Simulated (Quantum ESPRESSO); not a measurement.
## Band energies of KTlO₂ at +2 % isotropic strain

```
KTlO2
1.0
    1.75887     1.01548     6.17549
   -1.75887     1.01548     6.17549
    0.00000    -2.03096     6.17549
O K Tl
2 1 1
Cartesian
  0.00000   0.00000  13.54361
  0.00000   0.00000   4.98287
  0.00000   0.00000   9.26324
  0.00000   0.00000   0.00000
```

PBEsol (pw.x of Quantum ESPRESSO, ONCV potentials, scalar-relativistic); path ΓLB1,BZΓX,QFP1Z,LP; energies in eV from the valence-band maximum.

| k (1/Å) | point | band 13 | band 14 | band 15 | band 16 | band 17 | band 18 | band 19 | band 20 |
|---|---|---|---|---|---|---|---|---|---|
| 0.00 | Γ | -0.83 | -0.83 | -0.50 | -0.10 | -0.10 | 0.79 | 5.10 | 5.94 |
| 0.58 |  | -1.90 | -1.38 | -1.21 | -0.45 | -0.06 | 2.71 | 5.80 | 6.95 |
| 1.05 | L | -3.11 | -1.82 | -1.50 | -0.16 | 0.00 | 3.52 | 5.29 | 6.56 |
| 1.16 |  | -3.07 | -1.83 | -1.49 | -0.17 | -0.07 | 3.54 | 5.40 | 6.63 |
| 1.70 | B1 | -2.33 | -2.23 | -1.96 | -0.30 | -0.25 | 3.84 | 6.92 | 7.32 |
| 1.70 | B | -2.33 | -2.23 | -1.96 | -0.30 | -0.25 | 3.84 | 6.92 | 7.32 |
| 2.16 |  | -2.19 | -1.85 | -1.09 | -0.32 | -0.18 | 3.12 | 6.15 | 7.16 |
| 2.72 |  | -1.13 | -0.92 | -0.92 | -0.10 | -0.02 | 1.83 | 4.35 | 5.96 |
| 2.83 | Z | -1.15 | -0.91 | -0.91 | 0.00 | 0.00 | 1.78 | 4.24 | 5.89 |
| 3.34 | Γ | -0.83 | -0.83 | -0.50 | -0.10 | -0.10 | 0.79 | 5.10 | 5.94 |
| 3.85 |  | -1.60 | -1.55 | -0.79 | -0.41 | -0.36 | 2.56 | 6.04 | 6.65 |
| 4.36 |  | -2.28 | -2.25 | -1.67 | -0.43 | -0.32 | 3.71 | 6.59 | 7.52 |
| 4.56 | X | -2.32 | -2.20 | -1.99 | -0.34 | -0.24 | 3.84 | 6.90 | 7.39 |
| 4.56 | Q | -2.32 | -2.20 | -1.99 | -0.34 | -0.24 | 3.84 | 6.90 | 7.39 |
| 4.79 |  | -2.56 | -2.11 | -1.61 | -0.33 | -0.17 | 3.67 | 6.65 | 6.66 |
| 5.13 | F | -2.85 | -1.71 | -1.17 | -0.42 | -0.13 | 3.32 | 6.03 | 6.06 |
| 5.13 | P1 | -2.93 | -1.73 | -1.24 | -0.34 | -0.10 | 3.35 | 5.69 | 6.42 |
| 5.21 |  | -2.89 | -1.68 | -1.19 | -0.34 | -0.11 | 3.30 | 5.72 | 6.51 |
| 5.61 |  | -1.80 | -1.20 | -0.78 | -0.64 | -0.14 | 2.55 | 5.46 | 6.91 |
| 6.02 |  | -1.14 | -0.92 | -0.92 | -0.05 | -0.01 | 1.81 | 4.30 | 5.93 |
| 6.10 | Z | -1.15 | -0.91 | -0.91 | 0.00 | 0.00 | 1.78 | 4.24 | 5.89 |
| 6.10 | L | -3.11 | -1.82 | -1.50 | -0.16 | 0.00 | 3.52 | 5.29 | 6.56 |
| 6.45 | P | -2.93 | -1.73 | -1.24 | -0.34 | -0.10 | 3.35 | 5.69 | 6.42 |

The PBEsol gap is indirect, 0.79 eV, from Z to Γ; the smallest direct gap is 0.89 eV. Another valence extremum on the path lies within 0.02 eV, too close to call.

Spin-orbit coupling is left out; with 6p states at a band edge it can lower the gap by many tenths of an eV, most of a small gap.

Geometry strained from the cell relaxed with PBEsol, atoms relaxed again.

The structure is a Materials Project entry; no match was found in the copy of COD used, and its stability was not checked.
